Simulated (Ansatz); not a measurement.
Input:

ZrTa:
```yaml
crystal:
  lattice:
    - [0.00000, 2.78739, 2.78739]
    - [2.78739, 0.00000, 2.78739]
    - [2.78739, 2.78739, 0.00000]
  atoms:
    - { symbol: Ta, position: [0.00000, 0.00000, 0.00000] }
    - { symbol: Zr, position: [0.50000, 0.50000, 0.50000] }
```

This is the PBEsol-relaxed structure.

All from DFT-PBEsol in the program Ansatz with PAW potentials, unless another level is named. Give the density of states at the Fermi level.

2.0 states/eV per atom (mean over ±0.08 eV).

What about the formation energy from the elements (no fitted shifts)?

1.18 eV/atom.

Space group Fm-3m (rock salt). The start of the workflow was typed in or built on a structure type; neither database checked (COD, Materials Project) lists it. Whether it is the stable phase at ambient conditions was not checked. Symmetry was held in the PBEsol relaxation. At this level the phase is mechanically unstable. No spin polarisation was allowed. Its formation energy is positive at this level, so the cell may be metastable or incomplete. The references are the lowest solids computed at this level, not always the standard phases. Spin–orbit coupling is left out wherever it is not named.

Potentials: the earlier of the program's two PAW sets. The files were generated under PBE; for other functionals the program regenerates the frozen cores, and for LDA and PBEsol the local potential too.
